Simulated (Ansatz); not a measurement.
## 6 guesses for ScInS3 and where they end

Theory: Ansatz, DFT PBE, scalar-relativistic, plane waves, PAW. Settings: cutoff 420 eV, Γ-centred meshes spaced at most about 0.3 Å⁻¹, and about 0.25 Å⁻¹ or finer for metals (2π included), Gaussian smearing. No spin polarisation in the final relaxations.

Each guess was relaxed in cell and atoms at zero pressure, within the symmetry of its start. These are static total energies at zero pressure. Coordination counts S atoms around In and Sc (those within 1.25 times the shortest such distance or 1.15 times the sum of covalent radii; a plus sign parts nearer from farther groups; the shortest distance is added where it is long for a bond).

```csv
guess,made from,start group,V start (Å³/atom),end group,V end (Å³/atom),coordination at the end,gap on mesh (eV),E over the lowest end (meV/atom)
1,random cell,Immm,27.4,Immm,43.3,"Sc 4, In 2+2",0,490
2,CsPbCl3 type,R32,24.8,?,?,?,?,?
3,Ca3GeN type,Pm-3m,24.3,Pm-3m (cubic perovskite),24.0,"Sc 12 from 3.5 Å, In 6",0,692
4,Ca3GeO type,Pm-3m,24.1,Pm-3m (cubic perovskite),24.7,"Sc 6, In 12 from 3.5 Å",0,228
5,random cell,P6/mmm,24.1,P6/mmm,29.0,"Sc 6, In 12 from 4.0 Å",0,604
6,CeSiPt3 type,P4mm,22.3,P4mm,25.7,"Sc 4, In 5",0,0
```

Guess 2 as it starts:

```
Sc In S
1.0
     3.51578    2.02984    2.89433
    -3.51578    2.02984    2.89433
     0.00000   -4.05968    2.89433
Sc In S
1 1 3
Direct
  0.50000 0.50000 0.50000
  0.00000 0.00000 0.00000
  0.50000 0.01860 0.98140
  0.01860 0.98140 0.50000
  0.98140 0.50000 0.01860
```

Task: Fill in the missing row: what does this guess relax into, and where does it rank?

Result: It ends in space group R32 (No. 155), with a = 6.573 Å, c = 10.051 Å, 25.1 Å³/atom and no gap. It lies 131 meV/atom over the lowest end, above guess 6 and below guess 4. Counting S atoms around In and Sc, this end has Sc 3, In 6 and the lowest (guess 6) has Sc 4, In 5.

Space group R32:H (No. 155). a = 6.573 Å, b = 6.573 Å, c = 10.051 Å, α = 90.00°, β = 90.00°, γ = 120.00°
```
atom  site  symmetry       x       y       z
  Sc    3b        32  0.3333  0.6667  0.1667
  In    3a        32  0.0000  0.0000  0.0000
   S    9e        .2  0.3333  0.2988  0.1667
```

Formation energies are uncorrected and refer to the elements' standard structures at the same level.

Task: Is the lowest end bound against the elements?

Result: Yes: its formation energy is −0.85 eV/atom. A negative formation energy is needed for stability but isn't enough: competing phases decide.

No dispersion correction is applied, so the spacing and binding between layers, chains or molecules are poorly described (Immm), and this can change margins and order among such cells. The zero gap of P4mm, R32 may come from the functional, which often closes small gaps. A magnetic state wasn't ruled out in cells without spin, among them P6/mmm. The reference form of S is held partly by dispersion forces, which this level lacks. Cells relaxed within their symmetry can be saddle points. A lower structure may well exist outside this small set. Some candidate types were left out of the draw beforehand, so a known form may be missing.
